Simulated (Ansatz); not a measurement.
ZnCdO$_{2}$:
```
CELL_PARAMETERS angstrom
      3.38052     0.00000     0.00000
     -1.69026     2.92761     0.00000
      0.00000     0.00000     5.62302
ATOMIC_POSITIONS crystal
  Zn 0.00000 0.00000 0.99646
  Cd 0.66667 0.33333 0.48920
  O  0.66667 0.33333 0.09821
  O  0.00000 0.00000 0.65213
```

Plane-wave PAW r²SCAN (Ansatz code) gives a gap of 0.43 eV without spin–orbit coupling, maximum at Γ, minimum at Γ.

**Question.** What happens when spin–orbit coupling is switched on?

**Answer.** The gap shrinks by 0.02 eV, to 0.41 eV; maximum at Γ, minimum at Γ.

**Question.** Give the electron effective mass with spin–orbit coupling.

**Answer.** 0.098 mₑ (isotropic).

**Question.** Give the Z2 indices of the occupied bands with spin–orbit coupling.

**Answer.** 0;(000).

Space group P3m1. The first step of the workflow began from a Materials Project structure, measured or hypothetical; the Crystallography Open Database copy checked does not list it. Its standing as an ambient phase is unchecked. The r²SCAN relaxation kept the symmetry of its start; of distortions, only those at the zone centre were tested.

Potentials: the later of the program's two PAW sets.
